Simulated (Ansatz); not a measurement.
A geometry of HfO$_{2}$ away from equilibrium: step 3 of the relaxation of a relaxed HfO2 cell stretched uniformly to 150 % of its volume. Method: PBE (plane waves to 420 eV, PAW, scalar-relativistic; Ansatz, a quantum-chemistry and plane-wave program). Γ-centred k-mesh 6×6×4 on the run's cell (coarser than for final values), Fermi–Dirac smearing 0.05 eV. The plane waves were selected for a different cell earlier on the path.

```xyz
6
Lattice="3.7191 0.0000 0.0000 0.0000 3.7191 0.0000 0.0000 0.0000 5.5439" Properties=species:S:1:pos:R:3 pbc="T T T"
Hf     0.0000     0.0000     0.0000
Hf     1.8595     1.8595     2.7720
O      0.0000     1.8595     0.9932
O      0.0000     1.8595     3.7651
O      1.8595     0.0000     1.7788
O      1.8595     0.0000     4.5508
```

### Question
What forces act on the atoms (eV/Å)?

### Answer
```json
[
 {"atom": "Hf1", "Fx": "0.00", "Fy": "0.00", "Fz": "0.00"},
 {"atom": "Hf2", "Fx": "0.00", "Fy": "0.00", "Fz": "0.00"},
 {"atom": "O3", "Fx": "0.00", "Fy": "0.00", "Fz": "-0.31"},
 {"atom": "O4", "Fx": "0.00", "Fy": "0.00", "Fz": "-0.31"},
 {"atom": "O5", "Fx": "0.00", "Fy": "0.00", "Fz": "0.31"},
 {"atom": "O6", "Fx": "0.00", "Fy": "0.00", "Fz": "0.31"}
]
```

The path ends in P4₂/nmc (No. 137). No spin polarisation in the result.

The run could not lose the symmetry of its start.
